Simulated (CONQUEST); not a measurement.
CONQUEST run on WS2 (P6_3/mmc, 12 atoms in the cell; from Materials Project mp-224): self-consistent single point.

Computed with PBE, numerical atomic orbitals double-zeta with polarisation (the shipped basis), PseudoDojo norm-conserving potentials made for PBE in CONQUEST.

```xyz
12
Lattice="3.1842 0.0000 0.0000 0.0000 5.5152 0.0000 0.0000 0.0000 12.9783" Properties=species:S:1:pos:R:3 pbc="T T T"
W      0.0000     1.8384     3.2446
W      1.5921     0.9192     9.7337
W      1.5921     4.5960     3.2446
W      0.0000     3.6768     9.7337
S      0.0000     1.8384     8.1737
S      1.5921     0.9192     4.8046
S      1.5921     0.9192     1.6846
S      0.0000     1.8384    11.2937
S      1.5921     4.5960     8.1737
S      0.0000     3.6768     4.8046
S      0.0000     3.6768     1.6846
S      1.5921     4.5960    11.2937
```

Reference input (self-consistent single point, DFT, PBE, numerical atomic orbitals double-zeta with polarisation (the shipped basis), PseudoDojo norm-conserving potentials made for PBE): basis = DZP; Diag.MPMeshX, Y, Z = 5 3 2; potentials = PseudoDojo norm-conserving PBE; Grid.GridCutoff = 140 Ha; DM.SolutionMethod = diagon; Diag.SmearingType = 1; Diag.kT = 0.000367 Ha; Diag.GammaCentred = true; Diag.MPOrder = 0; minE.SCTolerance = 1.0e-06; SC.MaxIters = 100; SC.LinearMixingFactor = 0.5. This run's input differs from it in these lines:

```diff
@@ -17,5 +17,5 @@
 Diag.MPMesh                    T
-Diag.MPMeshX                   5
-Diag.MPMeshY                   3
-Diag.MPMeshZ                   2
+Diag.MPMeshX                   3
+Diag.MPMeshY                   2
+Diag.MPMeshZ                   1
 Diag.GammaCentred              T
```

Log, with long lists cut:

```
    new_SC_potl: Starting.  Tolerance:  0.10000E-05

    PulayMixSC: Starting Pulay mixing, A_up =  0.500 A_dn =  0.500
    PulayMixSC: Spin non-polarised calculation.
    PulayMixSC: with Kerker preconditioning, q0 =  0.100
          Harris-Foulkes Energy            :      -391.962597869162494 Ha
          (TS=0 as O(N) or entropic contribution is negligible)
          DFT Total Energy                 :      -391.861057411307968 Ha
          Total number of electrons        :       103.999999999989768
    PulayMixSC: Pulay iteration     1 residual:              0.15548E-02
   [... lines left out ...]
          (TS=0 as O(N) or entropic contribution is negligible)
          DFT Total Energy                 :      -391.926704413609741 Ha
          Total number of electrons        :       104.000091255164207
    PulayMixSC: Pulay iteration     6 residual:              0.26768E-05
          Harris-Foulkes Energy            :      -391.926705107566818 Ha
          (TS=0 as O(N) or entropic contribution is negligible)
          DFT Total Energy                 :      -391.926705186183256 Ha
          Total number of electrons        :       104.000091182374746
    PulayMixSC: Pulay iteration     7 residual:              0.83645E-06
    PulayMixSC: Reached SCF tolerance of  0.83645E-06 after      7 iterations
      | Number of electrons      =       104.000091
      |* band energy as 2Tr[K.H] =       -92.408289519103334 Ha
      |  screened ion-ion energy =      -278.489824748631122 Ha
      |  Ha correction           =         0.685136741136581 Ha
      |  XC correction           =       -21.713750705698722 Ha
      |* Harris-Foulkes energy   =      -391.926705107566818 Ha
      |* DFT total energy        =      -391.926705186183256 Ha
      |  estimated accuracy      =         0.000000078616438 Ha

    force: Forces on atoms (Ha/a0)
    force:  Atom   X              Y              Z
    force:     1  -0.0005344762  -0.0028757193  -0.0000000000
    force:     2  -0.0005344762   0.0028757193  -0.0000000000
   [... lines left out ...]
    force: Maximum force :        0.01289307(Ha/a0) on atom         5 in z direction
   [... lines left out ...]
    force: Force Residual:        0.01072427 Ha/a0
    force: Total stress:         -5.33220511    -0.00000000     0.00000000 GPa
                             0.00000000    -3.98263163    -0.00000000
                             0.00000000     0.00000000    -6.54400269
    force: Average pressure:      5.28627981 GPa

    force: Finished force
    get_E_and_F: Change in energy during last step of electronic optimisation: -0.10166E-06
```

The run converged in 7 iterations. CONQUEST prints the stress tensor with tension positive. Against the reference run the free energy goes up by 25.4 meV/atom, the pressure goes from 4.82 to 5.29 GPa and the largest force goes from 0.696 to 0.667 eV/Å.

Spin-orbit coupling is left out, which matters for bands and gaps with elements this heavy. The program uses no crystal symmetry, so grid and mesh can part values that symmetry would make equal. The atom-centred basis is finite, which shifts total energies, pressures and forces against plane waves. This run is one point of a test of settings, so its values need not be converged; read them against the reference run alone. The structure comes from a collection of computed structures, made at another level of theory; the collection holds predicted forms beside known ones.

Cost on one core: about 2.1 core-minutes (a rough figure).
